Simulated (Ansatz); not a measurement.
Data:

Ag:
```
CELL_PARAMETERS angstrom
     -2.63136     2.63136     1.37752
      2.63136    -2.63136     1.37752
      2.63136     2.63136    -1.37752
ATOMIC_POSITIONS crystal
  Ag 0.00000 0.00000 0.00000
  Ag 0.75000 0.25000 0.50000
```

This is the r²SCAN-relaxed structure.

Problem. All from r²SCAN (plane waves, PAW; program Ansatz), unless another level is named. Predict the density of states at the Fermi level.

Solution. 0.26 states/eV per atom (mean over ±0.08 eV).

Problem. And the gap with spin–orbit coupling?

Solution. none (metallic).

Space group I4_1/amd (β-Sn type). The start of the workflow was typed in or built on a structure type; neither database checked (COD, Materials Project) lists it. It is not the phase usual at ambient conditions (space group No. 225). The cell was relaxed with r²SCAN under the symmetry of its start; whether a distortion lowers the energy is not shown. No spin polarisation was allowed. Spin–orbit coupling is left out wherever it is not named.

Potentials: the earlier of the program's two PAW sets.
